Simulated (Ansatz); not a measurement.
Checking a converged run of Ni

We look at Ni: an experimental structure (space group Fm-3m, primitive cell doubled), with 2 atoms per cell. Source: COD entry 9012427; it may be a high-temperature, high-pressure or metastable form.

Method: DFT, HSE06, PAW, plane waves, scalar-relativistic (Ansatz development build ahead of 0.2.0).

```yaml
crystal:
  lattice:
    - [0.0, 3.5168, 3.5168]
    - [1.7584, 0.0, 1.7584]
    - [1.7584, 1.7584, 0.0]
  atoms:
    - { symbol: Ni, position: [0.0, 0.0, 0.0], spin: 2.0 }
    - { symbol: Ni, position: [0.5, 0.0, 0.0], spin: 2.0 }
magnetization:
  spin_polarized: true
hamiltonian:
  xc: hse06
  pseudopotentials: { kind: paw }
basis:
  ecutwfc: 420
kpoints:
  mp_grid: { grid: [4, 7, 7] }
scf:
  occupations: { method: fermi_dirac, width: 0.05 }
  lower_state_search: "off"
output:
  forces: true
  stress: true
  write_density: true
  write_potential: true
  elf: true
  volumetric_format: npy
```

The run was started with:
```sh
ansatz run input.yaml --threads 4 --pin off --max-ram 10240MiB --backend cpu --events-out ev --progress --plain --runs-dir out
```

It took 7.1 min on 4 threads of Intel(R) Xeon(R) Processor @ 2.50GHz (Skylake/Cascade Lake), on a shared host, peak memory 1.1 GiB.

The end of the output:

```
SCF 27 converged in 4 iterations: F = -11675.491485 eV  dr2 = 2.04e-10
  Residual-converged pass: ⟨swp⟩=2.5  Hψ=5133  notcnv=0  max |occ|·‖R‖ = 6.0e-7 eV (tolerance 6.1e-7 eV)  dr2=2.05e-10  dr2_m=3.23e-11  dr2_onsite=8.33e-11  max |Δocc| = 2.9e-13
hybrid outer 26: dexx = +1.271e-8 eV, tail = 6.12e-9 eV, Δε = 4.49e-4 eV (about 3.47e-4 eV left of the loop's levels), ΔF = 2.52e-29 eV/Å (tail 1.87e-29)
the last iteration of the SCF fills more bands at one k-point than at another: 18 at σ=↑ k=7 and 20 at σ=↑ k=0; 16 at σ=↓ k=6 and 20 at σ=↓ k=44 (a band counts as filled where it holds over half of its capacity, the bands of one level by their mean; [...]
this state was not tested for a lower state beside it, because the functional holds exact exchange (a hybrid, or Hartree-Fock), whose exchange loop this test does not read (fock_operator); [...]
hybrid SCF converged: 26 outer / 209 inner (+12 warm-up), last move |dexx| = 1.27e-8 eV, tail = 6.12e-9 eV
Magnetization: 1.7777 μB (18.8888 up, 17.1112 down)
Absolute magnetization: 2.1839 μB (∫|ρ↑−ρ↓|, with the PAW one-centre terms)
Spin contamination: 0.1012 ħ² per cell (⟨S²⟩ above its minimum at these occupations)
Per-site moments (μB) at R_I (Å): [(0.9605, 1.0257), (0.9605, 1.0257)]
Free energy (F): -11675.491485 eV
Frozen-core exchange: fock
Harris-Foulkes:  -11675.491485 eV  (|F-HF|=1.84e-10)
Internal energy: -11675.487564 eV  (E = F + TS)
E sigma→0 (E₀):  -11675.489525 eV
Entropy (-TS):   -0.003922 eV (-1.961 meV/atom)
Fermi energy:    18.179088 eV
--- Forces (eV/Å), atoms counted from 1 ---
  atom   1  Ni    -0.00000000     0.00000000     0.00000000
  atom   2  Ni     0.00000000     0.00000000     0.00000000
--- Stress (GPa, compression-positive) ---
       10.190185       4.289118       4.289118
        4.289136       9.774055      -3.841988
        4.289136      -3.841988       9.774055
  P = ⅓ Tr σ = 9.9128 GPa (99.128 kbar)
  guard bands above this table: 3 of the run's 24 bands. The solve was not asked for them (output.publish_guard_bands: true or output.eigenvalues: true publishes all)
```

The mesh is coarse, so energy differences (and at times their sign) aren't converged. The mesh has less symmetry than the lattice, which lowers the symmetry of the run.

Hybrids strongly overstate moments, exchange splitting and magnetic energies in itinerant metals. Pressures are approximate, as the exchange loop's threshold is loose for stress.

Site moments are taken inside atomic spheres and don't add up to the total.

Question: Has the SCF ended in the lowest solution? If not, by how much is it too high?

Answer: None of the other runs went lower. It is the lowest of 3 states reached by 11 converged runs, and the next lies 151 meV/atom higher (antiferromagnetic, site moments Ni1 0.73, Ni2 -0.73 μB, total 0.00 μB per cell, no gap on the k-mesh). That doesn't prove a ground state. This multiple of the primitive cell fits some opposed orders; other multiples fit others. Only collinear orders within this cell were tried; the true ground state may need a larger cell.
